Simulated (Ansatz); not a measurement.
SrCd2Ge2:
```yaml
crystal:
  lattice:
    - [-2.26756, 2.26756, 5.81621]
    - [2.26756, -2.26756, 5.81621]
    - [2.26756, 2.26756, -5.81621]
  atoms:
    - { symbol: Sr, position: [0.00000, 0.00000, 0.00000] }
    - { symbol: Ge, position: [0.39118, 0.39118, 0.00000] }
    - { symbol: Ge, position: [0.60882, 0.60882, 0.00000] }
    - { symbol: Cd, position: [0.75000, 0.25000, 0.50000] }
    - { symbol: Cd, position: [0.25000, 0.75000, 0.50000] }
```

Relaxed with r²SCAN.

Task: Give the Bader charges and basin volumes of the independent atoms, the program Ansatz at the r²SCAN level (PAW).

Result: 

```json
[
 {"atom": "Sr1", "Bader charge (e)": "+1.42", "Bader volume (Å³)": "20.5"},
 {"atom": "Ge2", "Bader charge (e)": "-0.79", "Bader volume (Å³)": "26.8"},
 {"atom": "Cd4", "Bader charge (e)": "+0.08", "Bader volume (Å³)": "22.7"}
]
```

Space group I4/mmm. The workflow started from an entry of the Crystallography Open Database (COD). Whether it is the stable phase at ambient conditions was not checked. The cell was relaxed with r²SCAN under the symmetry of its start; its stability against distortions is not shown here.

Potentials: the later of the program's two PAW sets.
